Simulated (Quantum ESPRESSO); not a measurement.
## Ga2InAlP4 (input and log of a self-consistent run)

Simulated, not a measurement. The program is pw.x of Quantum ESPRESSO 7.5 (plane-wave density functional theory). The cell is made up: 8 atoms on a zincblende/diamond lattice, with randomly drawn elements, strain and displacements, not relaxed. PseudoDojo standard norm-conserving files (v0.5 for PBE, v0.4.1 for LDA and PBEsol) set the functional; there is no spin polarisation, spin-orbit coupling or dispersion term, and the masses in the input are unused placeholders.

Input:

```
&control calculation='scf', pseudo_dir='./dojo.nc.sr.pbe.v0_5.standard.upf', outdir='./o', disk_io='medium', tprnfor=.true., tstress=.true. /
&system ibrav=0, nat=8, ntyp=4, nbnd=37, ecutwfc=79.96652505, nosym=.true., tot_charge=0,
 occupations='smearing', smearing='fd', degauss=0.0018374661
/
&electrons conv_thr=7.350e-09, electron_maxstep=60, /
ATOMIC_SPECIES
Al 1.0 Al.upf
Ga 1.0 Ga.upf
In 1.0 In.upf
P 1.0 P.upf
CELL_PARAMETERS angstrom
5.5035 0.0 0.0
0.0 5.5035 0.0
0.0 0.0 5.5035
ATOMIC_POSITIONS angstrom
Ga -0.0219 0.0057 0.0031
In 0.0222 2.6764 2.7116
Al 2.7732 0.0614 2.7578
Ga 2.8095 2.7914 0.0428
P 1.2815 1.2761 1.3148
P 1.3665 4.1012 4.1402
P 4.1737 1.3417 4.0661
P 4.1145 4.1291 1.3664
K_POINTS automatic
4 4 4 1 1 1
```

The log is shortened where brackets say so; the opening notice, blank lines, dates and the lines on written files are dropped, and the path of the files is cut. It prints rydbergs, bohrs and kilobars, and counts compression as positive stress.

```
     Program PWSCF v.7.5
     Parallel version (MPI & OpenMP), running on       1 processor cores
     Number of MPI processes:                 1
     Threads/MPI process:                     1
     [start-up lines left out]
     bravais-lattice index     =            0
     lattice parameter (alat)  =      10.4001  a.u.
     unit-cell volume          =    1124.8990 (a.u.)^3
     number of atoms/cell      =            8
     number of atomic types    =            4
     number of electrons       =        62.00
     number of Kohn-Sham states=           37
     kinetic-energy cutoff     =      79.9665  Ry
     charge density cutoff     =     319.8661  Ry
     scf convergence threshold =      7.3E-09
     mixing beta               =       0.7000
     number of iterations used =            8  plain     mixing
     Exchange-correlation= PBE
                           (   1   4   3   4   0   0   0)
     [axes and pseudopotential details left out]
   Cartesian axes
     site n.     atom                  positions (alat units)
         1        Ga     tau(   1) = (  -0.0039793   0.0010357   0.0005633  )
         2        In     tau(   2) = (   0.0040338   0.4863087   0.4927046  )
         3        Al     tau(   3) = (   0.5038975   0.0111565   0.5010993  )
         4        Ga     tau(   4) = (   0.5104933   0.5072045   0.0077769  )
         5        P      tau(   5) = (   0.2328518   0.2318706   0.2389025  )
         6        P      tau(   6) = (   0.2482965   0.7451985   0.7522849  )
         7        P      tau(   7) = (   0.7583719   0.2437903   0.7388208  )
         8        P      tau(   8) = (   0.7476152   0.7502680   0.2482784  )
     number of k points=    32  Fermi-Dirac smearing, width (Ry)=  0.0018
                       cart. coord. in units 2pi/alat
        k(    1) = (   0.1250000   0.1250000   0.1250000), wk =   0.0625000
        k(    2) = (   0.1250000   0.1250000   0.3750000), wk =   0.0625000
     [further k points left out]
     Dense  grid:   108767 G-vectors     FFT dimensions: (  60,  60,  60)
     Estimated max dynamical RAM per process >     144.28 MB
     Initial potential from superposition of free atoms
     starting charge      61.9877, renormalised to      62.0000
     Starting wfcs are   47 randomized atomic wfcs
     total cpu time spent up to now is       25.5 secs
     per-process dynamical memory:    90.0 Mb
     Self-consistent Calculation
     iteration #  1     ecut=    79.97 Ry     beta= 0.70
     Davidson diagonalization with overlap
     ethr =  1.00E-02,  avg # of iterations =  4.0
     Threshold (ethr) on eigenvalues was too large:
     Diagonalizing with lowered threshold
     Davidson diagonalization with overlap
     ethr =  5.68E-04,  avg # of iterations =  2.0
     total cpu time spent up to now is      100.0 secs
     total energy              =    -498.90754243 Ry
     estimated scf accuracy    <       0.36165466 Ry
     iteration #  2     ecut=    79.97 Ry     beta= 0.70
     Davidson diagonalization with overlap
     ethr =  5.83E-04,  avg # of iterations =  2.0
     total cpu time spent up to now is      126.6 secs
     total energy              =    -498.99399426 Ry
     estimated scf accuracy    <       0.07347200 Ry
     iteration #  3     ecut=    79.97 Ry     beta= 0.70
     Davidson diagonalization with overlap
     ethr =  1.19E-04,  avg # of iterations =  5.3
     total cpu time spent up to now is      153.9 secs
     total energy              =    -499.00749065 Ry
     estimated scf accuracy    <       0.00424041 Ry
     iteration #  4     ecut=    79.97 Ry     beta= 0.70
     Davidson diagonalization with overlap
     ethr =  6.84E-06,  avg # of iterations = 10.3
     total cpu time spent up to now is      192.8 secs
     total energy              =    -499.00845775 Ry
     estimated scf accuracy    <       0.00210658 Ry
     iteration #  5     ecut=    79.97 Ry     beta= 0.70
     Davidson diagonalization with overlap
     ethr =  3.40E-06,  avg # of iterations =  3.2
     total cpu time spent up to now is      237.0 secs
     total energy              =    -499.00884308 Ry
     estimated scf accuracy    <       0.00008205 Ry
     iteration #  6     ecut=    79.97 Ry     beta= 0.70
     Davidson diagonalization with overlap
     ethr =  1.32E-07,  avg # of iterations =  3.7
     total cpu time spent up to now is      298.3 secs
     total energy              =    -499.00886597 Ry
     estimated scf accuracy    <       0.00001048 Ry
     iteration #  7     ecut=    79.97 Ry     beta= 0.70
     Davidson diagonalization with overlap
     ethr =  1.69E-08,  avg # of iterations =  2.9
     total cpu time spent up to now is      347.4 secs
     total energy              =    -499.00886844 Ry
     estimated scf accuracy    <       0.00000121 Ry
     iteration #  8     ecut=    79.97 Ry     beta= 0.70
     Davidson diagonalization with overlap
     ethr =  1.95E-09,  avg # of iterations =  3.2
     total cpu time spent up to now is      385.5 secs
     total energy              =    -499.00886883 Ry
     estimated scf accuracy    <       0.00000007 Ry
     iteration #  9     ecut=    79.97 Ry     beta= 0.70
     Davidson diagonalization with overlap
     ethr =  1.17E-10,  avg # of iterations =  4.5
     total cpu time spent up to now is      438.3 secs
     total energy              =    -499.00886886 Ry
     estimated scf accuracy    <       0.00000003 Ry
     iteration # 10     ecut=    79.97 Ry     beta= 0.70
     Davidson diagonalization with overlap
     ethr =  4.57E-11,  avg # of iterations =  2.0
     total cpu time spent up to now is      479.1 secs
     End of self-consistent calculation
     [lines on levels left out]
!    total energy              =    -499.00886887 Ry
     estimated scf accuracy    <          1.5E-09 Ry
     smearing contrib. (-TS)   =      -0.00000000 Ry
     internal energy E=F+TS    =    -499.00886887 Ry
     The total energy is F=E-TS. E is the sum of the following terms:
     one-electron contribution =    -226.54787592 Ry
     hartree contribution      =     156.87447080 Ry
     xc contribution           =    -142.70928311 Ry
     ewald contribution        =    -286.62618064 Ry
     convergence has been achieved in  10 iterations
     Forces acting on atoms (cartesian axes, Ry/au):
     atom    1 type  2   force =    -0.01320207   -0.03779813   -0.03223076
     atom    2 type  3   force =     0.00979276    0.04907637   -0.00110722
     atom    3 type  1   force =    -0.02957768   -0.03526273   -0.00793094
     atom    4 type  2   force =    -0.02872248   -0.02989767   -0.02710981
     atom    5 type  4   force =     0.10314569   -0.00583570   -0.02340822
     atom    6 type  4   force =     0.04471559    0.04080256    0.02198902
     atom    7 type  4   force =    -0.06411131   -0.02466322    0.07622219
     atom    8 type  4   force =    -0.02204048    0.04357852   -0.00642426
     Total force =     0.195207     Total SCF correction =     0.000125
     Computing stress (Cartesian axis) and pressure
          total   stress  (Ry/bohr**3)                   (kbar)     P=       67.35
   0.00044230   0.00008876   0.00004200           65.07       13.06        6.18
   0.00008876   0.00046159   0.00009530           13.06       67.90       14.02
   0.00004200   0.00009530   0.00046955            6.18       14.02       69.07
     init_run     :     24.25s CPU     25.30s WALL (       1 calls)
     electrons    :    437.72s CPU    453.61s WALL (       1 calls)
     forces       :      6.58s CPU      6.70s WALL (       1 calls)
     stress       :     22.51s CPU     22.67s WALL (       1 calls)
     [timing details left out]
     PWSCF        :   8m11.38s CPU   8m28.99s WALL
     JOB DONE.
```

In other units: free energy -6789.362 eV for the cell, pressure 6.73 GPa, largest force component 2.652 eV/Å. A rerun of this cell at 1377 eV and a 6 x 6 x 6 mesh moved values by no more than 0.008 eV in energy, 0.02 GPa in stress and 0.002 eV/Å in force.